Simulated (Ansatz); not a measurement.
## Notes on TeOs

```yaml
crystal:
  lattice:
    - [4.47617, 0.00000, 0.00000]
    - [-2.23808, 3.87648, 0.00000]
    - [0.00000, 0.00000, 7.29103]
  atoms:
    - { symbol: Os, position: [0.33330, 0.66670, 0.00000] }
    - { symbol: Os, position: [0.66660, 0.33330, 0.50000] }
    - { symbol: Te, position: [0.33330, 0.66670, 0.37000] }
    - { symbol: Te, position: [0.66660, 0.33330, 0.87000] }
```

Method: PBE, no spin polarisation; PAW, plane waves to 420 eV, 7×7×4 Γ-centred mesh, methfessel-paxton occupations (width 0.0207 eV) (Ansatz 0.2.0), atoms fixed.

(1) What happens at the Fermi level?

(2) What do density and ELF say about some of the short contacts?

(3) Which atom feels the largest force, and which way?

(4) Is it stable against the elements?

(5) How is the charge shared?

(6) Is the cell too large or too small?

Origin: a known structure type with other elements, at an estimated volume, so it need not be a known compound. Caveats: many states at the Fermi level without spin polarisation, so a magnetic state may lie lower.

Results:

(1) It is a metal, with about 4.4 states/eV a cell as the mean within 0.25 eV of the Fermi level, mostly Os d (75 %) and Te p (15 %).

(2) Os–Te at 2.70 Å: least valence density 0.50 e/Å³ and ELF 0.54 there. These are pseudo-fields; inside the PAW spheres they differ from the all-electron ones.

(3) The largest is on Os2 (and as large on other atoms): 0.30 eV/Å, components (0.00, 0.00, -0.30). It makes 180° with the line to a nearest neighbour, Te4 at 2.70 Å, pointing away from it.

(4) 1.23 eV an atom against the elements' usual phases (free molecules for gases, crystals otherwise, with no correction for O₂ or N₂), so at this geometry it isn't bound against them. Relaxing would lower it.

(5) Bader charges in e: Te +0.11, Os -0.11. In the mean Te gives up most and Os takes most.

(6) The pressure is -13.7 GPa (compression positive), so with the atoms held at these fractions the cell would first shrink. The principal stresses -14.2, -14.2, -12.7 GPa differ, so its shape would change too.
